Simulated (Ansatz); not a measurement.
A geometry of AlRh away from equilibrium: step 2 of the relaxation of a relaxed AlRh cell, doubled along one cell vector, shaken by Gaussian noise of σ = 0.08 Å a coordinate. The numbers are results of PBEsol (plane waves to 420 eV, PAW, scalar-relativistic; Ansatz, a first-principles code), not measurements. Γ-centred k-mesh 11×12×6 on the run's cell (coarser than for final values), Fermi–Dirac smearing 0.05 eV. The plane waves were selected for a different cell earlier on the path.

```xyz
4
Lattice="2.9537 -0.0102 -0.0005 -0.0057 1.4933 3.3185 0.0093 -2.9057 6.6005" Properties=species:S:1:pos:R:3 pbc="T T T"
Al     1.4138    -0.0144     0.2925
Al     1.4887    -1.5333     3.4796
Rh     0.0572    -0.0720     4.8764
Rh     0.0114    -1.4453     8.1697
```

Task: Give the Cartesian forces on all atoms (eV/Å).

Result: 
```json
[
 {"atom": "Al1", "Fx": "0.66", "Fy": "-0.32", "Fz": "-0.25"},
 {"atom": "Al2", "Fx": "0.26", "Fy": "0.35", "Fz": "0.38"},
 {"atom": "Rh3", "Fx": "-0.60", "Fy": "0.17", "Fz": "-0.56"},
 {"atom": "Rh4", "Fx": "-0.32", "Fy": "-0.20", "Fz": "0.43"}
]
```

The path ends in Pm-3m (No. 221) (CsCl type). No spin polarisation in the result.

Of the parent cell (Amm2 (No. 38)): it is a generated cell of AlRh: the first start was made by a random draw of sites in a space group, and the end was not matched to a known phase here, so it may be hypothetical.

The first start was generated by a random draw of sites in a space group. Materials Project lists a structure of AlRh in the same space group, Pm-3m (No. 221); the sites were not compared with it, nor with measured phases.
